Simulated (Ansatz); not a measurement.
A relaxed structure of AlRu. Space group Pm-3m (No. 221), CsCl type. All values below come from PBEsol (plane waves to 420 eV, PAW, scalar-relativistic; Ansatz, an electronic-structure program).

Space group Pm-3m (No. 221); a = 2.976 Å, b = 2.976 Å, c = 2.976 Å, α = 90.00°, β = 90.00°, γ = 90.00°

```csv
atom,site,symmetry,x,y,z
Al,1a,m-3m,0.0000,0.0000,0.0000
Ru,1b,m-3m,0.5000,0.5000,0.5000
```

| Quantity | Result |
|---|---|
| Volume per atom | 13.18 Å³ |
| Band gap | zero (metallic) |
| Shortest distances | Al–Ru 2.58 Å; Al–Al 2.98 Å; Ru–Ru 2.98 Å |
| k-mesh | 16×16×16 |

Band energies at high-symmetry points (eV from the Fermi level; labels of this space group; no spin-orbit coupling), from −5 eV up to 3.8 eV:

```csv
point,energies
Γ,-3.70 -3.70 0.18 0.18 0.18
X,-2.88 -1.65 -1.65 0.44 2.32
M,-3.17 -1.40 -1.40 -1.21 -1.21 1.55
R,-4.73 -4.73 -4.73 1.64 1.64 2.67
```

No spin polarisation in the result.

The run could not lose the symmetry of its start; a randomly shaken copy of 4 atoms returns to this structure.
